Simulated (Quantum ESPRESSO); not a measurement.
## Ga3SiCN3 (finding a planted mistake in a log)

Computed values, not a measurement. The program is pw.x of Quantum ESPRESSO 7.5 (plane-wave density functional theory). The cell is made up: 8 atoms on a wurtzite lattice, with randomly drawn elements, strain and displacements, not relaxed. PseudoDojo standard norm-conserving files (v0.5 for PBE, v0.4.1 for LDA and PBEsol) set the functional; there is no spin polarisation, spin-orbit coupling or dispersion term, and the masses in the input are unused placeholders.

Intended input:

```
&control calculation='scf', pseudo_dir='./dojo.nc.sr.pbe.v0_5.standard.upf', outdir='./o', disk_io='low', tprnfor=.true., tstress=.true. /
&system ibrav=0, nat=8, ntyp=4, nbnd=37, ecutwfc=84.00895049, nosym=.true., tot_charge=0,
 occupations='smearing', smearing='fd', degauss=0.0018374661
/
&electrons conv_thr=7.350e-09, electron_maxstep=60, /
ATOMIC_SPECIES
C 1.0 C.upf
Ga 1.0 Ga.upf
N 1.0 N.upf
Si 1.0 Si.upf
CELL_PARAMETERS angstrom
3.2995 0.0029 0.0054
0.0051 5.7198 -0.0143
0.0088 -0.0135 5.4222
ATOMIC_POSITIONS angstrom
Ga 0.0069 -0.0028 -0.0384
Ga 1.6442 2.9098 0.018
Si 1.6548 0.9278 2.7424
Ga 0.0417 3.8049 2.7162
C -0.0167 0.0388 2.0019
N 1.6367 2.8203 2.0338
N 1.6098 1.0259 4.7554
N 0.0262 3.8172 4.7579
K_POINTS automatic
5 4 4 1 1 1
```

The log is shortened where brackets say so; the opening notice, blank lines, dates and the lines on written files are dropped, and the path of the files is cut. It prints rydbergs, bohrs and kilobars, and counts compression as positive stress. Where no state is partly filled, the Fermi energy that it prints is only some level between the filled and the empty states on the mesh, and need not lie in the true gap.

Log of the intended run:

```
     Program PWSCF v.7.5
     Parallel version (MPI & OpenMP), running on       4 processor cores
     Number of MPI processes:                 4
     Threads/MPI process:                     1
     [start-up lines left out]
     bravais-lattice index     =            0
     lattice parameter (alat)  =       6.2352  a.u.
     unit-cell volume          =     690.5528 (a.u.)^3
     number of atoms/cell      =            8
     number of atomic types    =            4
     number of electrons       =        62.00
     number of Kohn-Sham states=           37
     kinetic-energy cutoff     =      84.0090  Ry
     charge density cutoff     =     336.0358  Ry
     scf convergence threshold =      7.3E-09
     mixing beta               =       0.7000
     number of iterations used =            8  plain     mixing
     Exchange-correlation= PBE
                           (   1   4   3   4   0   0   0)
     [axes and pseudopotential details left out]
   Cartesian axes
     site n.     atom                  positions (alat units)
         1        Ga     tau(   1) = (   0.0020912  -0.0008486  -0.0116381  )
         2        Ga     tau(   2) = (   0.4983171   0.8818897   0.0054554  )
         3        Si     tau(   3) = (   0.5015297   0.2811936   0.8311548  )
         4        Ga     tau(   4) = (   0.0126383   1.1531727   0.8232142  )
         5        C      tau(   5) = (  -0.0050614   0.0117593   0.6067272  )
         6        N      tau(   6) = (   0.4960440   0.8547644   0.6163954  )
         7        N      tau(   7) = (   0.4878913   0.3109254   1.4412462  )
         8        N      tau(   8) = (   0.0079406   1.1569006   1.4420039  )
     number of k points=    40  Fermi-Dirac smearing, width (Ry)=  0.0018
                       cart. coord. in units 2pi/alat
        k(    1) = (   0.0998122   0.0722083   0.0760825), wk =   0.0500000
        k(    2) = (   0.0995629   0.0725889   0.2282134), wk =   0.0500000
     [further k points left out]
     Dense  grid:    71837 G-vectors     FFT dimensions: (  40,  64,  60)
     Estimated max dynamical RAM per process >     143.48 MB
     Estimated total dynamical RAM >     521.30 MB
     Initial potential from superposition of free atoms
     starting charge      61.9913, renormalised to      62.0000
     Starting wfcs are   47 randomized atomic wfcs
     total cpu time spent up to now is        2.2 secs
     per-process dynamical memory:   105.9 Mb
     Self-consistent Calculation
     iteration #  1     ecut=    84.01 Ry     beta= 0.70
     Davidson diagonalization with overlap
     ethr =  1.00E-02,  avg # of iterations =  3.0
     total cpu time spent up to now is        5.2 secs
     total energy              =    -540.88289845 Ry
     estimated scf accuracy    <       1.87059340 Ry
     iteration #  2     ecut=    84.01 Ry     beta= 0.70
     Davidson diagonalization with overlap
     ethr =  3.02E-03,  avg # of iterations =  3.2
     total cpu time spent up to now is        8.2 secs
     total energy              =    -541.39939574 Ry
     estimated scf accuracy    <       1.99490957 Ry
     [iterations 3 to 11 left out]
     iteration # 12     ecut=    84.01 Ry     beta= 0.70
     Davidson diagonalization with overlap
     ethr =  1.07E-10,  avg # of iterations =  4.9
     total cpu time spent up to now is       37.4 secs
     total energy              =    -541.74798056 Ry
     estimated scf accuracy    <       0.00000004 Ry
     iteration # 13     ecut=    84.01 Ry     beta= 0.70
     Davidson diagonalization with overlap
     ethr =  7.24E-11,  avg # of iterations =  2.0
     total cpu time spent up to now is       39.9 secs
     End of self-consistent calculation
     [lines on levels left out]
     the Fermi energy is    10.1584 ev
!    total energy              =    -541.74798056 Ry
     estimated scf accuracy    <          3.2E-09 Ry
     smearing contrib. (-TS)   =       0.00000000 Ry
     internal energy E=F+TS    =    -541.74798056 Ry
     The total energy is F=E-TS. E is the sum of the following terms:
     one-electron contribution =    -216.33172325 Ry
     hartree contribution      =     160.66315980 Ry
     xc contribution           =    -151.21296705 Ry
     ewald contribution        =    -334.86645007 Ry
     convergence has been achieved in  13 iterations
     Forces acting on atoms (cartesian axes, Ry/au):
     atom    1 type  2   force =    -0.01329482    0.02008918    0.01607261
     atom    2 type  2   force =     0.00589499   -0.00517632   -0.00032676
     atom    3 type  4   force =    -0.01212268    0.02424053   -0.02527910
     atom    4 type  2   force =    -0.01707300    0.01135471   -0.00633615
     atom    5 type  1   force =     0.00821982    0.03847717    0.07699785
     atom    6 type  3   force =     0.01664494   -0.05878004    0.04104982
     atom    7 type  3   force =     0.02078274   -0.02428582   -0.09553726
     atom    8 type  3   force =    -0.00905199   -0.00591940   -0.00664099
     Total force =     0.161055     Total SCF correction =     0.000080
     Computing stress (Cartesian axis) and pressure
          total   stress  (Ry/bohr**3)                   (kbar)     P=     -160.85
  -0.00105359  -0.00002311  -0.00002908         -154.99       -3.40       -4.28
  -0.00002311  -0.00102075   0.00005069           -3.40     -150.16        7.46
  -0.00002908   0.00005069  -0.00120601           -4.28        7.46     -177.41
     init_run     :      2.05s CPU      2.16s WALL (       1 calls)
     electrons    :     37.35s CPU     37.68s WALL (       1 calls)
     forces       :      0.45s CPU      0.45s WALL (       1 calls)
     stress       :      1.49s CPU      1.49s WALL (       1 calls)
     [timing details left out]
     PWSCF        :     41.42s CPU     41.88s WALL
     JOB DONE.
```

A second run was made from an input with one planted mistake. Its log:

```
     Program PWSCF v.7.5
     Parallel version (MPI & OpenMP), running on       4 processor cores
     Number of MPI processes:                 4
     Threads/MPI process:                     1
     [start-up lines left out]
     bravais-lattice index     =            0
     lattice parameter (alat)  =       6.2352  a.u.
     unit-cell volume          =     690.5528 (a.u.)^3
     number of atoms/cell      =            8
     number of atomic types    =            4
     number of electrons       =        62.00
     number of Kohn-Sham states=           55
     kinetic-energy cutoff     =      84.0090  Ry
     charge density cutoff     =     336.0358  Ry
     scf convergence threshold =      7.3E-09
     mixing beta               =       0.7000
     number of iterations used =            8  plain     mixing
     Exchange-correlation= PBE
                           (   1   4   3   4   0   0   0)
     [axes and pseudopotential details left out]
   Cartesian axes
     site n.     atom                  positions (alat units)
         1        Ga     tau(   1) = (   0.0020912  -0.0008486  -0.0116381  )
         2        Ga     tau(   2) = (   0.4983171   0.8818897   0.0054554  )
         3        Si     tau(   3) = (   0.5015297   0.2811936   0.8311548  )
         4        Ga     tau(   4) = (   0.0126383   1.1531727   0.8232142  )
         5        C      tau(   5) = (  -0.0050614   0.0117593   0.6067272  )
         6        N      tau(   6) = (   0.4960440   0.8547644   0.6163954  )
         7        N      tau(   7) = (   0.4878913   0.3109254   1.4412462  )
         8        N      tau(   8) = (   0.0079406   1.1569006   1.4420039  )
     number of k points=    40  Fermi-Dirac smearing, width (Ry)=  0.0522
                       cart. coord. in units 2pi/alat
        k(    1) = (   0.0998122   0.0722083   0.0760825), wk =   0.0500000
        k(    2) = (   0.0995629   0.0725889   0.2282134), wk =   0.0500000
     [further k points left out]
     Dense  grid:    71837 G-vectors     FFT dimensions: (  40,  64,  60)
     Estimated max dynamical RAM per process >     180.80 MB
     Estimated total dynamical RAM >     670.59 MB
     Initial potential from superposition of free atoms
     starting charge      61.9913, renormalised to      62.0000
     Starting wfcs are   47 randomized atomic wfcs +    8 random wfcs
     total cpu time spent up to now is        2.4 secs
     per-process dynamical memory:   133.7 Mb
     Self-consistent Calculation
     iteration #  1     ecut=    84.01 Ry     beta= 0.70
     Davidson diagonalization with overlap
     ethr =  1.00E-02,  avg # of iterations =  7.1
     total cpu time spent up to now is        7.9 secs
     total energy              =    -540.94523602 Ry
     estimated scf accuracy    <       1.81023893 Ry
     iteration #  2     ecut=    84.01 Ry     beta= 0.70
     Davidson diagonalization with overlap
     ethr =  2.92E-03,  avg # of iterations =  2.0
     total cpu time spent up to now is       12.1 secs
     total energy              =    -541.36396059 Ry
     estimated scf accuracy    <       2.14585868 Ry
     [iterations 3 to 10 left out]
     iteration # 11     ecut=    84.01 Ry     beta= 0.70
     Davidson diagonalization with overlap
     ethr =  2.53E-10,  avg # of iterations =  1.9
     total cpu time spent up to now is       46.4 secs
     total energy              =    -541.77207366 Ry
     estimated scf accuracy    <       0.00000004 Ry
     iteration # 12     ecut=    84.01 Ry     beta= 0.70
     Davidson diagonalization with overlap
     ethr =  6.67E-11,  avg # of iterations =  2.0
     total cpu time spent up to now is       50.0 secs
     End of self-consistent calculation
     [lines on levels left out]
     the Fermi energy is    10.1083 ev
!    total energy              =    -541.77207367 Ry
     estimated scf accuracy    <          4.3E-09 Ry
     smearing contrib. (-TS)   =      -0.10327580 Ry
     internal energy E=F+TS    =    -541.66879787 Ry
     The total energy is F=E-TS. E is the sum of the following terms:
     one-electron contribution =    -216.20940837 Ry
     hartree contribution      =     160.59753385 Ry
     xc contribution           =    -151.19047328 Ry
     ewald contribution        =    -334.86645007 Ry
     convergence has been achieved in  12 iterations
     Forces acting on atoms (cartesian axes, Ry/au):
     atom    1 type  2   force =    -0.01301576    0.01835674    0.01286080
     atom    2 type  2   force =     0.00607168   -0.00377050   -0.00139907
     atom    3 type  4   force =    -0.01119724    0.02451054   -0.01921751
     atom    4 type  2   force =    -0.01653550    0.00846161   -0.00294358
     atom    5 type  1   force =     0.00761485    0.03848219    0.07159121
     atom    6 type  3   force =     0.01605066   -0.05718634    0.03776421
     atom    7 type  3   force =     0.01988133   -0.02385412   -0.09052641
     atom    8 type  3   force =    -0.00887004   -0.00500011   -0.00812965
     Total force =     0.152057     Total SCF correction =     0.000216
     Computing stress (Cartesian axis) and pressure
          total   stress  (Ry/bohr**3)                   (kbar)     P=     -140.66
  -0.00092835  -0.00002558  -0.00003026         -136.57       -3.76       -4.45
  -0.00002558  -0.00089941   0.00004961           -3.76     -132.31        7.30
  -0.00003026   0.00004961  -0.00104076           -4.45        7.30     -153.10
     init_run     :      2.21s CPU      2.32s WALL (       1 calls)
     electrons    :     46.36s CPU     47.57s WALL (       1 calls)
     forces       :      0.57s CPU      0.57s WALL (       1 calls)
     stress       :      1.97s CPU      1.97s WALL (       1 calls)
     [timing details left out]
     PWSCF        :     51.28s CPU     52.62s WALL
     JOB DONE.
```

Question: what was wrong in the second input?

Answer: the smearing is too wide. The input lines that differ, file-writing options aside:

```
- &system ibrav=0, nat=8, ntyp=4, nbnd=37, ecutwfc=84.00895049, nosym=.true., tot_charge=0,
+ &system ibrav=0, nat=8, ntyp=4, nbnd=55, ecutwfc=84.00895049, nosym=.true., tot_charge=0,
-  occupations='smearing', smearing='fd', degauss=0.0018374661
+  occupations='smearing', smearing='fd', degauss=0.0521840375
```

|  | intended run | run with the mistake |
| --- | --- | --- |
| free energy (eV) | -7370.857 | -7371.185 |
| smearing term -TS (eV) | 0.0000 | -1.4051 |
| pressure (GPa) | -16.09 | -14.07 |
| largest force component (eV/Å) | 2.456 | 2.328 |
| largest change of a force component (eV/Å) |  | 0.156 |
| iterations | 13 | 12 |

For scale, a rerun of the intended cell at 1437 eV and a 7 x 6 x 6 mesh moved values by no more than 0.011 eV in energy, 0.07 GPa in stress and 0.010 eV/Å in force. The number of bands, nbnd, was set by rule from the electron count and the smearing, so it follows the mistake.